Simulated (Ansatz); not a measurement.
Does relaxation matter for the field gradients of ZnO with fluorine replacing O?

Start: a supercell of ZnO (wurtzite type, P6_3mc) built from an entry of the Crystallography Open Database (COD), with all atoms left at the host's positions.

```
Zn F O
1.0
     6.49862    0.00000    0.00000
    -4.87396    8.44195    0.00000
     0.00000    0.00000   10.41142
Zn F O
24 1 23
Direct
  0.16667 0.22222 0.25000
  0.16667 0.22222 0.75000
  0.16667 0.55556 0.25000
  0.16667 0.55556 0.75000
  0.16667 0.88889 0.25000
  0.16667 0.88889 0.75000
  0.66667 0.22222 0.25000
  0.66667 0.22222 0.75000
  0.66667 0.55556 0.25000
  0.66667 0.55556 0.75000
  0.66667 0.88889 0.25000
  0.66667 0.88889 0.75000
  0.33333 0.11111 0.00000
  0.33333 0.11111 0.50000
  0.33333 0.44444 0.00000
  0.33333 0.44444 0.50000
  0.33333 0.77778 0.00000
  0.33333 0.77778 0.50000
  0.83333 0.11111 0.00000
  0.83333 0.11111 0.50000
  0.83333 0.44444 0.00000
  0.83333 0.44444 0.50000
  0.83333 0.77778 0.00000
  0.83333 0.77778 0.50000
  0.33333 0.11111 0.18951
  0.33333 0.11111 0.68951
  0.33333 0.44444 0.18951
  0.33333 0.44444 0.68951
  0.33333 0.77778 0.18951
  0.33333 0.77778 0.68951
  0.83333 0.11111 0.18951
  0.83333 0.11111 0.68951
  0.83333 0.44444 0.18951
  0.83333 0.44444 0.68951
  0.83333 0.77778 0.18951
  0.83333 0.77778 0.68951
  0.16667 0.22222 0.43950
  0.16667 0.22222 0.93951
  0.16667 0.55556 0.43950
  0.16667 0.55556 0.93951
  0.16667 0.88889 0.43950
  0.16667 0.88889 0.93951
  0.66667 0.22222 0.43950
  0.66667 0.22222 0.93951
  0.66667 0.55556 0.43950
  0.66667 0.55556 0.93951
  0.66667 0.88889 0.43950
  0.66667 0.88889 0.93951
```

Atom numbers follow the list; atoms alike are taken as one site, whose name carries the number of the first.

All values are calculated (Ansatz; DFT, PBE, plane waves and PAW, scalar-relativistic, 420 eV cutoff, Γ-centred 3×2×2 k-points, Fermi–Dirac smearing 0.01 eV, cell charge +1), not measured.

The largest force at the start is 2.5 eV/Å. Relaxing the ions at fixed cell moves them by 0.220 Å at most (atom 13, Zn) and 0.057 Å rms.

```csv
site,atom,moved (Å),first shell before,first shell after,V_zz before (10²¹ V/m²),η before
Zn1,1,0.163,"3 O at 1.97–1.98 Å, 1 F at 1.98 Å","3 O at 1.93–1.95 Å, 1 F at 2.14 Å",6.56,0.11
Zn5,5,0.196,"3 O at 1.97–1.98 Å, 1 F at 1.98 Å","3 O at 1.93–1.94 Å, 1 F at 2.17 Å",6.76,0.02
Zn7,7,0.166,"3 O at 1.97–1.98 Å, 1 F at 1.98 Å","3 O at 1.93–1.95 Å, 1 F at 2.14 Å",6.57,0.12
Zn13,13,0.220,"1 F at 1.97 Å, 3 O at 1.98 Å","3 O at 1.92–1.93 Å, 1 F at 2.20 Å",6.99,0.01
Zn19,19,0.030,4 O at 1.97–1.98 Å,4 O at 1.96–1.99 Å,0.63,0.78
F,25,0.009,4 Zn at 1.97–1.98 Å,4 Zn at 2.14–2.20 Å,-0.45,0.73
O27,27,0.013,4 Zn at 1.97–1.98 Å,4 Zn at 1.93–1.99 Å,1.61,0.44
O31,31,0.016,4 Zn at 1.97–1.98 Å,4 Zn at 1.95–1.99 Å,2.46,0.17
O32,32,0.019,4 Zn at 1.97–1.98 Å,4 Zn at 1.97–1.98 Å,0.21,0.83
O33,33,0.013,4 Zn at 1.97–1.98 Å,4 Zn at 1.93–1.99 Å,1.59,0.41
O37,37,0.013,4 Zn at 1.97–1.98 Å,4 Zn at 1.94–2.00 Å,1.42,0.21
O38,38,0.023,4 Zn at 1.97–1.98 Å,4 Zn at 1.93–2.01 Å,1.43,0.16
O41,41,0.015,4 Zn at 1.97–1.98 Å,4 Zn at 1.94–1.99 Å,1.41,0.12
O42,42,0.021,4 Zn at 1.97–1.98 Å,4 Zn at 1.92–2.01 Å,1.47,0.08
O43,43,0.011,4 Zn at 1.97–1.98 Å,4 Zn at 1.94–2.00 Å,1.43,0.21
O44,44,0.026,4 Zn at 1.97–1.98 Å,4 Zn at 1.93–2.01 Å,1.43,0.17
```

(1) What are V_zz and η after the relaxation?

Answers

(1) 

```
site  atom  V_zz after  η after  change of V_zz
 Zn1     1       10.40     0.08           +3.84
 Zn5     5       11.38     0.06           +4.62
 Zn7     7       10.45     0.09           +3.88
Zn13    13       12.25     0.01           +5.26
Zn19    19        1.64     0.48           +1.01
   F    25       -0.93     0.44           -0.48
 O27    27        1.00     0.86           -0.61
 O31    31       -1.27     0.30               –
 O32    32       -0.19     0.25           -0.40
 O33    33        1.04     0.92           -0.55
 O37    37        0.86     0.38               –
 O38    38        1.00     0.52               –
 O41    41        0.90     0.31               –
 O42    42        1.06     0.43               –
 O43    43        0.88     0.42               –
 O44    44        1.00     0.48               –
```

The largest change of V_zz along a kept axis is on Zn13, from 6.99 to 12.25. Small gradients that grow severalfold: Zn15 (0.50 to 1.49), Zn17 (0.44 to 1.40). In per cent, |V_zz| changes by +59 to +159 on Zn, -38 to -34 on O (all sites that start above 0.5, bar those whose gradient vanishes or changes sign or whose main axis turns by over 40°). Where |V_zz| stays above 0.1 and the axes keep their order, η moves most on O32, from 0.83 to 0.25. On O46, O40 (not in the table) V_xx and V_yy change places (or their axes turn by over 50°), so the two values of η hide a larger change. V_zz changes sign on O32 (axis turned by 29°), O47 (axis turned by 34°) (not all in the table). On O31, O42, O44, O38, O43, O37, O41, O29 and 9 more sites (not all in the table) the largest principal value lies along another axis in the second run, so the two V_zz can't be compared directly. The table leaves out 32 of the 48 sites, with |V_zz| up to 1.82; their tensors move by 1.30 at most along any direction. The statements above cover all sites. The host's own positions weren't relaxed first, so part of the change far from the defect can be the host's relaxation.

The defect repeats with the cell of 48 atoms, so it feels its images: sites between two images don't show the values beside a lone defect, and zeros or small values of η there can come from the images' arrangement. O and Zn carry a gradient in the pure host already, so the values there aren't the defect's effect alone. A uniform background compensates the cell's charge. The cell keeps the host's lattice, where the PBE pressure is 6 GPa (in a charged cell this depends on the convention for the mean potential).
Before: With a gap of 0.5 eV on this mesh, small gradients can still move by 0.1 × 10²¹ V/m² or more as the k-mesh gets denser. The neighbours have not yet relaxed around the defect (largest force 2.5 eV/Å), so a real crystal will differ.
After: With a gap of 0.7 eV on this mesh, small gradients can still move by 0.1 × 10²¹ V/m² or more as the k-mesh gets denser.
